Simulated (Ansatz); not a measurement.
CdS (zinc blende, F-43m), a = b = c = 5.7565 Å, α = β = γ = 90.00°; the cell used has 2 atoms.

Relaxed with LDA.

Problem. Give the optical modes at the zone centre with their infrared and Raman activity from DFPT, LDA in the plane-wave PAW code Ansatz.

Solution. Transverse frequencies, without the LO–TO term; a row sums one degenerate level.

```
ω (cm⁻¹)  degeneracy  IR ((D/Å)²/amu)  Raman (Å⁴/amu)  activity  symmetry
--------  ----------  ---------------  --------------  --------  --------
244                3            12.62              19  IR+Raman        T2
```

Problem. How high does the top mode go among those that the LO–TO term moves?

Solution. 297 cm⁻¹ for q along x.

Symmetry was held in the LDA relaxation; phonons on a q-mesh show no instability.

Potentials: the later of the program's two PAW sets.
